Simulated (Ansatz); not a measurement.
AgI:
```xyz
2
Lattice="0.0000 2.9500 2.9500 2.9500 0.0000 2.9500 2.9500 2.9500 0.0000" Properties=species:S:1:pos:R:3 pbc="T T T"
Ag     0.0000     0.0000     0.0000
I      2.9500     2.9500     2.9500
```

Tensor components refer to the Cartesian frame of this cell.

### Question
Give the high-frequency dielectric tensor and the Born effective charge tensors of the independent atoms from DFPT, LDA in the plane-wave PAW code Ansatz.

### Answer

ε∞:
```
8.75  0.00  0.00
0.00  8.75  0.00
0.00  0.00  8.75
```
Z* of atom 1 (Ag), rows: field, columns: displacement, in e:
```
1.66  0.00  0.00
0.00  1.66  0.00
0.00  0.00  1.66
```
Z* of atom 2 (I), rows: field, columns: displacement, in e:
```
-1.66   0.00   0.00
 0.00  -1.66   0.00
 0.00   0.00  -1.66
```

Space group Fm-3m (rock salt). This is a known high-pressure phase of the composition, computed here at zero pressure and temperature. The LDA relaxation kept the symmetry of its start; phonons show weakly imaginary modes. No spin polarisation was allowed. Scalar-relativistic: spin–orbit coupling is off unless named, which matters more the heavier the elements.

Potentials: the earlier of the program's two PAW sets. The files were generated under PBE; for other functionals the program regenerates the frozen cores, and for LDA and PBEsol the local potential too.
